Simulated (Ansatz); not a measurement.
SrO (rock salt), relaxed and computed with several functionals in Ansatz (plane waves, PAW).

| functional | a (Å) | gap (eV) | B₀ by P(V) fit (GPa) |
|---|---|---|---|
| PBE | 5.195 | 3.33 | 84.5 |
| LDA | 5.064 | 3.12 | 104 |
| r²SCAN | 5.160 | 3.80 | 93.6 |
| HSE06 | 5.153 | 4.79 | 92.5 |

All cells were relaxed under the symmetry of their starts (and spin orders); stability against distortions was not tested throughout. Spin–orbit coupling is left out wherever it is not named.

Potentials: the later of the program's two PAW sets.

Ansatz (a quantum-chemistry and plane-wave program) is a plane-wave DFT program.
